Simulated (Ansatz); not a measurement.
## Relaxing an invented Mg structure

Computed with Ansatz 0.2.0, DFT PBE, scalar-relativistic, plane waves, PAW. Cutoff 420 eV, Gaussian smearing, Γ-centred meshes. In-plane cell and atoms relax first on a coarse mesh and then on a finer one. In metals the finer mesh still leaves noise of several meV/atom or more. The steps can't lower the symmetry of their start. No spin polarisation.

The guess for Mg was made by a generator: random sheet by layer group and Wyckoff sites. The dimensions are guesses.

This is a two-dimensional sheet: the third axis spans vacuum and isn't periodic.

```
Mg
1.0
     3.89381    0.00000    0.00000
    -1.94690    3.37214    0.00000
     0.00000    0.00000   14.00000
Mg
2
Direct
  0.66667 0.33333 0.50000
  0.33333 0.66667 0.50000
```

Energies count from the standard state of Mg at the same level.

Problem. Describe the relaxed structure.

Solution. The symmetry stays p6/mmm (No. 80). The area per atom grows by 81.2 %, from 6.6 to 11.9 Å². The shortest distance goes from 2.25 Å (Mg–Mg) to 3.03 Å (Mg–Mg). The energy falls by about 1.3 eV/atom (the start's value is from the coarse mesh). The program sets the height of the box itself, so the height of the cell differs between start and end. In-plane cell: a = 5.242 Å, b = 5.242 Å, γ = 120.0°, thickness 0.00 Å between the outermost nuclei. Mg at height 0.00 Å has 3 Mg at 3.03 Å.

```
Mg
1.0
     5.24190    0.00000    0.00000
    -2.62095    4.53962    0.00000
     0.00000    0.00000   23.80000
Mg
2
Direct
  0.66667 0.33333 0.29412
  0.33333 0.66667 0.29412
```

Problem. Give its energy and gap.

Solution. The energy over the standard state is +1.04 eV/atom and the gap on the 12×12×1 mesh of the 2-atom cell is 0 eV (a metal).

So it is a metastable form at best.

The last run used Gaussian smearing of 0.10 eV. A structure relaxed within its symmetry needn't be a true minimum. In all, the 3 runs took 24 s on 1 thread of AMD EPYC 9R45 96-Core Processor (Zen 5), with other jobs on the host.
